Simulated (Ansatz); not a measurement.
A crystal relaxed with r2SCAN in Ansatz has space group P-4m2 (No. 115) and a = 3.564 Å, c = 5.338 Å.

```tsv
atom	site	x	y	z
Xx	1c	0.5000	0.5000	0.5000
Sn	1a	0.0000	0.0000	0.0000
O	2g	0.5000	0.0000	0.6820
O	2g	0.0000	0.5000	0.8156
```

r2SCAN gives an indirect gap of 2.58 eV, from M to Γ; the least direct gap is 2.75 eV at Γ. The HSE06 gap is indirect, 3.43 eV (M to Γ), below the direct gap of 3.69 eV at Γ. The PBE gap is indirect, 2.03 eV (M to Γ), below the direct gap of 2.16 eV at Γ. Meshes: r2SCAN 8×8×6, HSE06 4×4×4, PBE 8×8×6. r2SCAN's ε∞ is 4.8 along x and y, 4.5 along z.

Q: Which element is Xx?
A. Ti
B. Zr
C. Hf

A: C. Xx is Hf: a 6-atom cell of HfSnO4 built on tetragonal HfO2 (relaxed group P-4m2). Hf is surrounded by 8 O at 2.03–2.45 Å; Sn is surrounded by 8 O at 2.04–2.46 Å; O is surrounded by 2 Hf at 2.03 Å and 2 Sn at 2.46 Å; O is surrounded by 2 Sn at 2.04 Å and 2 Hf at 2.45 Å.

Values at 0 K without nuclear motion; spin polarisation is off, and the phase may be a hypothetical one.

Spin-orbit coupling is left out, which matters wherever the heavy atoms make up the band edges.

The meshes of the hybrids are coarse, so their gaps aren't converged to the digits shown.

For a response run the program warns that the ground state's bands aren't all converged, so ε∞ carries an extra error.
